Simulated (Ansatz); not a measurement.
Input:

GaN:
```
GaN
1.0
    0.00000     2.22759     2.22759
    2.22759     0.00000     2.22759
    2.22759     2.22759     0.00000
Ga N
1 1
Direct
  0.00000   0.00000   0.00000
  0.25000   0.25000   0.25000
```

This is the LDA-relaxed structure. Tensor components refer to the Cartesian frame of this cell.

Problem. All from the program Ansatz at the LDA level (PAW), unless another level is named. Predict the Debye temperature from the elastic constants.

Solution. 628 K.

Problem. Give the piezoelectric stress constants (proper, relaxed ions, C/m²).

Solution. e14 = e25 = e36 = 0.43.

Space group F-43m (zinc blende). The cell was relaxed with LDA under the symmetry of its start; phonons on a q-mesh show no instability.

Potentials: the earlier of the program's two PAW sets.
